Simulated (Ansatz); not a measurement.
# What a change of settings does: Hf (hcp type)

First run: DFT, PBEsol, PAW with Ansatz's default frozen-core files, scalar-relativistic (Ansatz 0.2.0).

Command: `ansatz run input.yaml --threads 1 --pin off --max-ram 2048MiB --backend cpu --events-out ev --progress --plain --runs-dir out` It took 48 s on 1 thread of Arm Neoverse V1 (shared host), peak memory 0.42 GiB.

```yaml
crystal:
  lattice:
    - [3.1354032498, 0.0, 0.0]
    - [-1.5677016249, 2.7153388654, 0.0]
    - [0.0, 0.0, 5.0793532647]
  atoms:
    - { symbol: Hf, position: [0.3333333333, 0.6666666667, 0.25] }
    - { symbol: Hf, position: [0.6666666667, 0.3333333333, 0.75] }
kpoints:
  mp_grid: { grid: [15, 15, 9] }
scf:
  occupations: { method: fermi_dirac, width: 0.08 }
hamiltonian:
  xc: pbesol
  pseudopotentials: { kind: paw }
output:
  forces: true
  stress: true
relax:
  f_tol: 0.005
  max_steps: 40
  cell: {}
```

The start is a guessed cell.

This run: cell relaxed at zero pressure.

It converges in 27 SCF iterations over all geometries at a pressure of 0.00 GPa, ending at 21.60 Å³/atom, cutoff 420 eV.

The input is then changed:

```diff
   occupations: { method: fermi_dirac, width: 0.08 }
+  convergence: { dr2_threshold: 1.0e-09 }
+  n_extra_bands: 16
 hamiltonian:
   cell: {}
+accuracy: medium
```

Q: Predict the outcome of the changed run.

A: It converges in 37 SCF iterations over all geometries at a pressure of 0.00 GPa, ending at 21.60 Å³/atom, cutoff 420 eV, free energy 0.0 meV/atom against the first run's. Results part of its log:
```
Warning: relax.cell: scf.convergence.dr2_threshold = 1e-9 eV is looser than the 2e-10 eV advised for a relaxation that steers and ends on the stress (1e-10 eV for each atom of the cell: 2). What an SCF threshold leaves in a stress goes as its square root, and in the free energy as the threshold itself, and one threshold admits the most on a small cell: of the crystals measured, under no hybrid fun
basis re-selected at this cell: Δ(F+E_penalty+E_count) = +3.133e-6 eV, ΔP = -0.001 GPa vs the last step (what re-selecting the basis moved, of the pressure what is left beyond the Pulay correction that the steps carried, after the strain that the cell walked since its last selection, with what the two solves' SCF thresholds leave and, on support functions, any second-order correction that the steps lacked; it is no measure of the basis error at this ecutwfc). This SCF's stress stands 3.12e-3 GPa from its target on what of the cell is left free (relax.cell.stress_tol is 5.00e-2 GPa) and its largest allowed force component is 7.03e-16 eV/Å (relax.f_tol is 5.00e-3 eV/Å): within both
SCF converged after 4 iterations
Free energy (F): -31196.067494 eV
Harris-Foulkes:  -31196.067494 eV  (|F-HF|=2.55e-11)
Internal energy: -31196.033482 eV  (E = F + TS)
E sigma→0 (E₀):  -31196.050488 eV
Entropy (-TS):   -0.034013 eV (-17.006 meV/atom)
Fermi energy:    20.509510 eV
--- Per-component energies (eV) ---
  E_band       = 109.053227
  E_kinetic    = 851.396874
  E_local      = -9968.304514  (includes V_loc(G=0)·N_el)
  E_nonlocal   = -2477.141384
  E_hartree    = 4699.880369
  E_xc         = -596.344342
  E_vxc        = -533.010387  (∫ρ·V_xc dr)
  E_paw        = -13615.296268  (= ΣΔE_a)
  E_vpaw       = 2836.351269  (= ΣTr[D̂ρ^β])
  E_aug_tail   = -0.000003  (compensation charges beyond the density's cutoff)
  E_ewald      = -10092.726397
  E_core_change = 2.502183  (= ΣΔE_core)
  E_smearing   = -0.034013  (= −TS)
  E_closure    = -0.000000  (closes the sum)
  Σ components = -31196.067494   (vs F -31196.067494, Δ=0.00e0)
--- Forces (eV/Å), atoms counted from 1 ---
  atom   1  Hf     0.00000000     0.00000000     0.00000000
  atom   2  Hf     0.00000000    -0.00000000    -0.00000000
  max |Σ_I F_I| component: 7.40e-17 eV/Å
--- Stress (GPa, compression-positive) ---
        0.001064       0.000000      -0.000000
        0.000000       0.001064       0.000000
       -0.000000       0.000000      -0.003115
  P = ⅓ Tr σ = -0.0003 GPa (-0.003 kbar)
--- Relaxed structure (5 steps of the walk, 5 accepted, 1 SCFs on fresh bases) ---
  F+E_penalty+E_count = -31196.06749411 eV   max|allowed force component| = 7.031e-16 eV/Å   (the final SCF, on the basis selected at the relaxed cell)
  cell:  # Å, volume = 43.2099 Å³
    - [3.158328394546128, 5.5052272201043694e-33, 4.600117321271659e-19]
    - [-1.579164197273064, 2.735192623170668, -2.300058660635834e-19]
    - [7.452190060543445e-19, -8.361063840627036e-34, 5.0019405137223325]
  atoms:
    - { symbol: Hf, position: [0.3333333333333333, 0.6666666666666666, 0.25] }
    - { symbol: Hf, position: [0.6666666666666665, 0.3333333333333333, 0.75] }
```
